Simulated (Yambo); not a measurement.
```
CELL_PARAMETERS angstrom
      3.74341     0.00000     0.00000
     -1.87171     3.24189     0.00000
      0.00000     0.00000     6.53307
ATOMIC_POSITIONS crystal
  O  0.00000 0.00000 0.50000
  O  0.00000 0.00000 0.00000
  Ba 0.33333 0.66667 0.25000
  Ba 0.66667 0.33333 0.75000
```

BaO (NiAs type, space group P6_3/mmc, No. 194): mean Im ε in 1 eV windows above the direct gap of 3.60 eV, for different electron-hole kernels (Yambo, broadening 0.15 eV, PBEsol (Quantum ESPRESSO, PseudoDojo norm-conserving, 84 Ry, without SOC) bands; 9×9×4 mesh, 6 valence and 7 conduction bands, static screening with 46 bands and a 4 Ry block, scissor 1.09 eV, Tamm-Dancoff; field along x).

```
window (eV)  independent quasiparticles  RPA (no attraction)  BSE
-----------  --------------------------  -------------------  ---
3.6 to 4.6                          0.3                  0.3  1.2
4.6 to 5.6                          1.5                  1.3  6.1
5.6 to 6.6                          5.2                  4.3  6.3
6.6 to 7.6                          5.3                  4.7  4.0
```

This run doesn't resolve bound excitons or single peaks, so only averages are given, and they too depend on the mesh; weight that the attraction moves below the gap isn't listed. All transitions below 8.26 eV are in the band window. The scissor comes from a G0W0 run whose convergence isn't established.

Geometry relaxed with PBEsol.

This is not the ordinary phase of the substance; no match was found in the copy of COD used, and its stability was not checked.
